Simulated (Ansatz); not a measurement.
**Ta2O5 — field gradients at the nuclei**

The cell is a Materials Project structure (computed, not necessarily an observed phase), atoms as given.

```cif
data_Ta2O5
_symmetry_space_group_name_H-M 'Pmmn:1'
_symmetry_Int_Tables_number 59
_cell_length_a 3.8409
_cell_length_b 13.0373
_cell_length_c 3.8742
_cell_angle_alpha 90.000
_cell_angle_beta 90.000
_cell_angle_gamma 90.000
loop_
_atom_site_label
_atom_site_type_symbol
_atom_site_symmetry_multiplicity
_atom_site_Wyckoff_symbol
_atom_site_fract_x
_atom_site_fract_y
_atom_site_fract_z
Ta Ta 4 e 0.0000 0.1458 0.0227
O5 O 4 e 0.5000 0.1852 0.0021
O9 O 4 e 0.0000 0.8511 0.5076
O12 O 2 a 0.5000 0.5000 0.9950
```

One atom of each set is listed.

Method: Kohn–Sham DFT in Ansatz, PBE, plane waves and PAW (field gradients read without the response of the frozen cores, which leaves them typically 4 to 6 % off), with spin–orbit coupling, 420 eV cutoff, Γ-centred 5×2×5 k-points, Fermi–Dirac smearing 0.02 eV.

V_zz is the principal component of the electric field gradient with the largest magnitude, η = (V_xx − V_yy)/V_zz and C_Q = eQV_zz/h.

Ta-181: I = 7/2, Q = 3170 mb; ¹⁷O: I = 5/2, Q = -25.58 mb. Q values from Pyykkö, Mol. Phys. 116, 1328 (2018).

Task: What field gradients does the calculation give at each kind of site?

Result: 

```csv
site,atoms,first shell,V_zz (10²¹ V/m²),η,C_Q (MHz)
Ta,4,6 O at 1.88–2.21 Å,-36.8,0.11,-2822
O5,4,3 Ta at 1.99–2.21 Å,-5.63,0.50,3.48
O9,4,"2 Ta at 1.88–2.00 Å, angle 178°",0.43,0.37,-0.266
O12,2,"2 Ta at 1.90 Å, angle 176°",-4.85,0.07,3.00
```

At O5 V_zz stands upright on the plane through its three neighbours (within 4°). At O9 V_zz points along the line of its two bonds (within 8°).
